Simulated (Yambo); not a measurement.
Quantum ESPRESSO input (PBEsol, PseudoDojo standard norm-conserving files, fully relativistic) whose wavefunctions are converted with p2y:

```
&CONTROL
  calculation = 'nscf'
  pseudo_dir = './pseudo'
  outdir = './out'
/
&SYSTEM
  ibrav = 0
  nat = 2
  ntyp = 2
  ecutwfc = 46.0
  ecutrho = 184.0
  occupations = 'fixed'
  force_symmorphic = .true.
  nbnd = 251
  noncolin = .true.
  lspinorb = .true.
/
&ELECTRONS
  conv_thr = 2e-09
  diago_full_acc = .true.
  diago_thr_init = 1e-08
/
ATOMIC_SPECIES
Br 79.9040 Br.upf
Rb 85.4678 Rb.upf
CELL_PARAMETERS angstrom
  4.071676036000   0.000000000000   0.000000000000
  0.000000000000   4.071676036000   0.000000000000
  0.000000000000   0.000000000000   4.071676036000
ATOMIC_POSITIONS crystal
Br   0.500000000000   0.500000000000   0.500000000000
Rb   0.000000000000   0.000000000000   0.000000000000
K_POINTS automatic
2 2 2 0 0 0
```

Yambo's initialisation report on symmetry, reciprocal space, the k grid and the gaps on this mesh:

```
  [02.02] Symmetries
  ==================

  Inversion symmetry    : yes
  Spatial inversion     : yes
  Inversion index       :  25
  K-space Time-reversal : no
  Magnetic symmetries   : no
  Group table correct   : yes
  Symmetries units      :  [cc]

  [02.03] Reciprocal space
  ========================

  nG shells         :  232
  nG charge         :  19213
  nG WFs            :   3187
  nC WFs            :  2440
  G-vecs. in first 23 shells:  [ Number ]
     1    7   19   27   33   57   81   93  123
    147   171   179   203   251   257   305   341   365
    389   437   461   485   515
  ...
  Shell energy in first 23 shells:  [ mHa ]
    0.00000      333.415      666.831      1000.25      1333.66      1667.08      2000.49      2667.32      3000.74
    3334.15      3667.57      4000.98      4334.40      4667.81      5334.65      5668.06      6001.48      6334.89
    6668.31      7001.72      7335.14      8001.97      8335.38
  ...

  [02.04] K-grid lattice
  ======================

  Compatible Grid is   : 3D
  Base K vectors       :  K_min[ 1 ]  K_min[ 2 ]  K_min[ 3 ]
  K_min[ 1 ] : -0.500000  0.000000  0.000000 [rlu]
  K_min[ 2 ] :  0.000000  0.000000 -0.500000 [rlu]
  K_min[ 3 ] :  0.000000 -0.500000  0.000000 [rlu]
  Grid dimensions      :  2  2  2
  K lattice UC volume  :  0.068066 [a.u.]

  IBZ K-points                                      :   4
  BZ  K-points                                      :   8

  K/Q-points units:
  rlu = crystal or reduced units; cc = cartesian coordinates; iku = interal k-units

  K [1]          [rlu]:  0.000000  0.000000  0.000000
         WF components:  2373
  K [2]          [rlu]:  0.000000  0.000000 -0.500000
         WF components:  2392
  K [3]          [rlu]:  0.000000 -0.500000 -0.500000
         WF components:  2408
  K [4]          [rlu]: -0.500000 -0.500000 -0.500000
         WF components:  2440

  [02.05] Energies & Occupations
  ==============================

  [X] === General ===
  [X] Electronic Temperature                        :  0.000000  0.000000 [eV K]
  [X] Bosonic    Temperature                        :  0.000000  0.000000 [eV K]
  [X] Finite Temperature mode                       : no
  [X] El. density                                   :  0.23703E+24 [cm-3]
  [X] Fermi Level                                   :  3.056986 [eV]

  [X] === Gaps and Widths ===
  [X] Conduction Band Min                           :  4.005672 [eV]
  [X] Valence Band Max                              :  0.000000 [eV]
  [X] Filled Bands                                  :  16
  [X] Empty Bands                                   :   17  251
  [X] Direct Gap                                    :  4.023778 [eV]
  [X] Direct Gap localized at k                     :  1
  [X] Indirect Gap                                  :  4.005672 [eV]
  [X] Indirect Gap between kpts                     :  3  1
  [X] Last valence band width                       :  1.373760 [eV]
  [X] 1st conduction band width                     :  4.039547 [eV]
```
The gaps are PBEsol values on this mesh alone; only operations without fractional translations are kept.

Geometry relaxed with PBEsol.
